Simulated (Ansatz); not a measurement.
LuZn2:
```
LuZn2
1.0
   -2.17855     3.41264     3.73208
    2.17855    -3.41264     3.73208
    2.17855     3.41264    -3.73208
Lu Zn
2 4
Direct
  0.77781   0.52781   0.25000
  0.22219   0.47219   0.75000
  0.20580   0.16592   0.03988
  0.79420   0.83408   0.96012
  0.62605   0.16592   0.46012
  0.37395   0.83408   0.53988
```

Relaxed with r²SCAN. Special points in fractions of this cell's reciprocal vectors: Γ (0.000, 0.000, 0.000); X (0.500, 0.500, -0.500); F2 (0.335, 0.665, -0.335); Σ0 (-0.335, 0.335, 0.335); Y0 (0.459, -0.459, 0.459); U0 (0.541, 0.459, -0.459); R (0.000, 0.500, 0.000); W (0.250, 0.250, 0.250); S (0.500, 0.000, 0.000); T (0.000, 0.000, 0.500).

Task: List the band energies nearest the Fermi level at these points for the program Ansatz at the r²SCAN level (PAW).

Result: In eV from the Fermi level; about four levels below and three above (degenerate sets whole), none deeper than 8.9 eV; points with the same levels are listed once.

| k | below | above |
|---|---|---|
| Γ | -1.36 -1.10 -0.68 -0.28 | 0.61 2.48 3.24 |
| X | -5.01 -4.11 -0.45 -0.44 | 1.29 1.33 2.51 2.51 |
| F2 | -3.94 -2.84 -1.39 -0.18 | 0.44 2.13 2.47 |
| Y0 | -5.04 -3.90 -0.46 -0.42 | 1.32 1.35 2.32 |
| R | -1.34 -0.95 -0.34 -0.12 | 2.54 3.22 3.45 |
| W | -4.59 -4.59 -0.77 -0.77 | 0.15 0.15 0.82 0.82 |
| S | -2.32 -1.94 -0.80 -0.66 | 0.13 0.22 0.84 |
| T | -3.68 -3.68 -2.04 -2.04 | 0.28 0.28 0.97 0.97 |

Space group Imma. The first step of the workflow began from a Materials Project structure, measured or hypothetical; the Crystallography Open Database copy checked does not list it. Whether it is the stable phase at ambient conditions was not checked. The cell was relaxed with r²SCAN under the symmetry of its start; whether a distortion lowers the energy is not shown. Scalar-relativistic: spin–orbit coupling is off unless named, which matters more the heavier the elements.

Potentials: the later of the program's two PAW sets.
